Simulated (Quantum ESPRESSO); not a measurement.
## Ti6RhIn (input and log of a self-consistent run)

A calculation, not a measurement. The program is pw.x of Quantum ESPRESSO 7.5 (plane-wave density functional theory). The cell is made up: eight metal atoms on a hexagonal close-packed lattice, with elements, volume, strain and displacements drawn at random and not relaxed, so it may be unstable or far from any real phase. PseudoDojo standard norm-conserving files set the functional (PBE unless stated); there is no spin polarisation or spin-orbit coupling, the Fermi-Dirac width of 0.25 eV means electrons at about 2900 K, and the masses in the input are unused placeholders. A spin test at this wide smearing found no moment, but such smearing suppresses magnetism that the real alloy may have.

Input:

```
&control calculation='scf', pseudo_dir='./dojo.nc.sr.pbe.v0_5.standard.upf', outdir='./o', disk_io='minimal', tprnfor=.true., tstress=.true. /
&system ibrav=0, nat=8, ntyp=3, nbnd=68, ecutwfc=87.97787729, nosym=.true., tot_charge=0,
 occupations='smearing', smearing='fd', degauss=0.0183746611
/
&electrons conv_thr=1.470e-08, electron_maxstep=70, mixing_beta=0.5 /
ATOMIC_SPECIES
In 1.0 In.upf
Rh 1.0 Rh.upf
Ti 1.0 Ti.upf
CELL_PARAMETERS angstrom
-2.9406 0.0254 0.0223
0.0354 0.0593 -4.7913
0.0881 -10.3005 0.1293
ATOMIC_POSITIONS angstrom
Ti 0.0113 -0.0032 0.0259
Ti 0.0013 -5.1713 0.0978
Ti 0.0694 -3.3891 -2.3271
Ti 0.0743 -8.5434 -2.2977
Ti -1.4142 -2.564 0.0494
Rh -1.4684 -7.7743 0.115
Ti -1.4536 -0.7815 -2.3864
In -1.3949 -5.9697 -2.3196
K_POINTS automatic
8 5 3 1 1 1
```

The log is shortened where brackets say so; the opening notice, blank lines, dates and the lines on written files are dropped, and the path of the files is cut. It prints rydbergs, bohrs and kilobars, and counts compression as positive stress. Its total energy is the free energy E - TS of the whole cell.

```
     Program PWSCF v.7.5
     Parallel version (MPI & OpenMP), running on       4 processor cores
     Number of MPI processes:                 4
     Threads/MPI process:                     1
     [start-up lines left out]
     bravais-lattice index     =            0
     lattice parameter (alat)  =       5.5573  a.u.
     unit-cell volume          =     979.0832 (a.u.)^3
     number of atoms/cell      =            8
     number of atomic types    =            3
     number of electrons       =       102.00
     number of Kohn-Sham states=           68
     kinetic-energy cutoff     =      87.9779  Ry
     charge density cutoff     =     351.9115  Ry
     scf convergence threshold =      1.5E-08
     mixing beta               =       0.5000
     number of iterations used =            8  plain     mixing
     Exchange-correlation= PBE
                           (   1   4   3   4   0   0   0)
     [axes and pseudopotential details left out]
   Cartesian axes
     site n.     atom                  positions (alat units)
         1        Ti     tau(   1) = (   0.0038425  -0.0010881   0.0088071  )
         2        Ti     tau(   2) = (   0.0004421  -1.7584705   0.0332563  )
         3        Ti     tau(   3) = (   0.0235991  -1.1524438  -0.7913168  )
         4        Ti     tau(   4) = (   0.0252653  -2.9051335  -0.7813195  )
         5        Ti     tau(   5) = (  -0.4808905  -0.8718733   0.0167982  )
         6        Rh     tau(   6) = (  -0.4993209  -2.6436056   0.0391051  )
         7        Ti     tau(   7) = (  -0.4942882  -0.2657445  -0.8114815  )
         8        In     tau(   8) = (  -0.4743276  -2.0299618  -0.7887665  )
     number of k points=    60  Fermi-Dirac smearing, width (Ry)=  0.0184
                       cart. coord. in units 2pi/alat
        k(    1) = (  -0.0634002  -0.0489096  -0.0624516), wk =   0.0333333
        k(    2) = (  -0.0617378   0.1414678  -0.0600830), wk =   0.0333333
     [further k points left out]
     Dense  grid:   109159 G-vectors     FFT dimensions: (  36,  60, 120)
     Estimated max dynamical RAM per process >     388.48 MB
     Estimated total dynamical RAM >       1.44 GB
     Initial potential from superposition of free atoms
     starting charge     101.9860, renormalised to     102.0000
     Starting wfcs are   79 randomized atomic wfcs
     total cpu time spent up to now is        6.6 secs
     per-process dynamical memory:   318.4 Mb
     Self-consistent Calculation
     iteration #  1     ecut=    87.98 Ry     beta= 0.50
     Davidson diagonalization with overlap
     ethr =  1.00E-02,  avg # of iterations =  2.5
     total cpu time spent up to now is       19.8 secs
     total energy              =   -1076.78838386 Ry
     estimated scf accuracy    <       4.49468754 Ry
     iteration #  2     ecut=    87.98 Ry     beta= 0.50
     Davidson diagonalization with overlap
     ethr =  4.41E-03,  avg # of iterations =  6.2
     total cpu time spent up to now is       40.3 secs
     total energy              =   -1074.98640915 Ry
     estimated scf accuracy    <     161.17083305 Ry
     iteration #  3     ecut=    87.98 Ry     beta= 0.50
     Davidson diagonalization with overlap
     ethr =  4.41E-03,  avg # of iterations =  6.8
     total cpu time spent up to now is       59.0 secs
     total energy              =   -1079.37185218 Ry
     estimated scf accuracy    <      13.22951287 Ry
     iteration #  4     ecut=    87.98 Ry     beta= 0.50
     Davidson diagonalization with overlap
     ethr =  4.41E-03,  avg # of iterations =  4.0
     total cpu time spent up to now is       72.1 secs
     total energy              =   -1079.47153493 Ry
     estimated scf accuracy    <      19.06761875 Ry
     iteration #  5     ecut=    87.98 Ry     beta= 0.50
     Davidson diagonalization with overlap
     ethr =  4.41E-03,  avg # of iterations =  1.8
     total cpu time spent up to now is       83.7 secs
     total energy              =   -1079.88462348 Ry
     estimated scf accuracy    <       2.14122257 Ry
     [iterations 6 to 21 left out]
     iteration # 22     ecut=    87.98 Ry     beta= 0.50
     Davidson diagonalization with overlap
     ethr =  5.91E-11,  avg # of iterations =  7.4
     total cpu time spent up to now is      340.5 secs
     total energy              =   -1079.90327056 Ry
     estimated scf accuracy    <       0.00000010 Ry
     iteration # 23     ecut=    87.98 Ry     beta= 0.50
     Davidson diagonalization with overlap
     ethr =  5.91E-11,  avg # of iterations =  2.0
     total cpu time spent up to now is      351.9 secs
     total energy              =   -1079.90327056 Ry
     estimated scf accuracy    <       0.00000008 Ry
     iteration # 24     ecut=    87.98 Ry     beta= 0.50
     Davidson diagonalization with overlap
     ethr =  5.91E-11,  avg # of iterations =  1.5
     total cpu time spent up to now is      362.7 secs
     total energy              =   -1079.90327055 Ry
     estimated scf accuracy    <       0.00000018 Ry
     iteration # 25     ecut=    87.98 Ry     beta= 0.50
     Davidson diagonalization with overlap
     ethr =  5.91E-11,  avg # of iterations =  1.4
     total cpu time spent up to now is      373.4 secs
     total energy              =   -1079.90327056 Ry
     estimated scf accuracy    <       0.00000011 Ry
     iteration # 26     ecut=    87.98 Ry     beta= 0.50
     Davidson diagonalization with overlap
     ethr =  5.91E-11,  avg # of iterations =  1.0
     total cpu time spent up to now is      383.6 secs
     End of self-consistent calculation
     [lines on levels left out]
!    total energy              =   -1079.90327056 Ry
     estimated scf accuracy    <          5.5E-10 Ry
     smearing contrib. (-TS)   =      -0.16276457 Ry
     internal energy E=F+TS    =   -1079.74050599 Ry
     The total energy is F=E-TS. E is the sum of the following terms:
     one-electron contribution =    -370.20994285 Ry
     hartree contribution      =     228.88466410 Ry
     xc contribution           =    -182.45391835 Ry
     ewald contribution        =    -755.96130890 Ry
     convergence has been achieved in  26 iterations
     Forces acting on atoms (cartesian axes, Ry/au):
     atom    1 type  3   force =     0.00339287    0.02300967   -0.00664399
     atom    2 type  3   force =     0.00423833   -0.01020337   -0.00632180
     atom    3 type  3   force =    -0.00032548    0.00692184   -0.00206870
     atom    4 type  3   force =    -0.00300544    0.00232610    0.00536652
     atom    5 type  3   force =    -0.00013088    0.00337466    0.00258479
     atom    6 type  2   force =     0.00292234   -0.00477413   -0.00529109
     atom    7 type  3   force =    -0.00162371   -0.00792892    0.00558668
     atom    8 type  1   force =    -0.00546803   -0.01272586    0.00678760
     Total force =     0.035422     Total SCF correction =     0.000104
     Computing stress (Cartesian axis) and pressure
          total   stress  (Ry/bohr**3)                   (kbar)     P=      -44.62
  -0.00014425   0.00004229   0.00002600          -21.22        6.22        3.83
   0.00004229  -0.00040392   0.00003239            6.22      -59.42        4.76
   0.00002600   0.00003239  -0.00036182            3.83        4.76      -53.23
     init_run     :      6.14s CPU      6.35s WALL (       1 calls)
     electrons    :    368.87s CPU    377.07s WALL (       1 calls)
     forces       :      1.90s CPU      1.92s WALL (       1 calls)
     stress       :      6.29s CPU      6.30s WALL (       1 calls)
     [timing details left out]
     PWSCF        :   6m23.42s CPU   6m31.93s WALL
     JOB DONE.
```

In other units: free energy -14692.833 eV for the cell, pressure -4.46 GPa, largest force component 0.592 eV/Å in size. The run took 394 s of wall time with four MPI processes on a shared machine (Intel Xeon, 2023 or later, virtual cores), so the time is rough. A rerun of this cell at a higher cutoff and on a denser mesh moved values by no more than 0.004 eV in energy, 0.03 GPa in stress and 0.003 eV/Å in force, and a second program with other atomic files agreed on that cell to 2 % rms in force and 0.5 GPa in pressure.